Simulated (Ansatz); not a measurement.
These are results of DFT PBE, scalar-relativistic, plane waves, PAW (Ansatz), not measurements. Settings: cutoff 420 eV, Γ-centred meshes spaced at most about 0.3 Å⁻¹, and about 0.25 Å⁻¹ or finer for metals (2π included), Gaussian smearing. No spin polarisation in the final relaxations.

All energies are static (0 K, no zero-point motion).

Two relaxed structures of AlAs5:

A.

```xyz
6
Lattice="-2.8754 2.8754 3.8881 2.8754 -2.8754 3.8881 2.8754 2.8754 -3.8881" Properties=species:S:1:pos:R:3 pbc="T T T"
Al    0.0000    0.0000    3.8881
As    1.4377    1.4377    1.9440
As    1.4377    1.4377   -1.9440
As   -1.4377    1.4377    1.9440
As    1.4377   -1.4377    1.9440
As    0.0000    0.0000    0.0000
```

B.

```xyz
6
Lattice="6.4619 0.0000 0.0000 0.0000 6.4619 0.0000 0.0000 0.0000 3.8429" Properties=species:S:1:pos:R:3 pbc="T T T"
Al    3.2310    3.2310    1.9215
As    2.0309    0.0000    1.9215
As    4.4310    0.0000    1.9215
As    0.0000    2.0309    1.9215
As    0.0000    4.4310    1.9215
As    0.0000    0.0000    0.0000
```

**Question.** Which is lower in energy, and by how much?

**Answer.** A is lower, by 0.38 eV/atom. A has space group I4/mmm (No. 139), 21.4 Å³/atom and no gap on its mesh; B has space group P4/mmm (No. 123), 26.7 Å³/atom and no gap. Counting As atoms around Al (those within 1.25 times the shortest such distance or 1.15 times the sum of covalent radii; the shortest distance is added where it is long for a bond), A has Al 8 and B has Al 8 from 3.4 Å. B holds As–As pairs (shortest 2.40 Å); in A the shortest As–As distance is 2.81 Å, near bonding range too. The denser one is the lower, and pressure would at first widen the difference. Even the lower one lies +0.25 eV/atom against the reference forms of the elements (uncorrected), so neither is stable at this level. In A, around Al lie 8 As at 2.81 Å; As on a site of symmetry 2/m has 2 Al at 2.81 Å and 6 As at 2.81–2.88 Å; around As on a site of symmetry 4/mmm lie 8 As at 2.81 Å. In B, Al is surrounded by 8 As at 3.45 Å and 2 Al at 3.84 Å (long contacts); around As on a site of symmetry m2m lie 1 As at 2.40 Å, 4 As at 2.80–2.87 Å and 2 Al at 3.45 Å; As on a site of symmetry 4/mmm is surrounded by 8 As at 2.80 Å. Both come from invented guesses.

Cells relaxed within their symmetry can be saddle points.
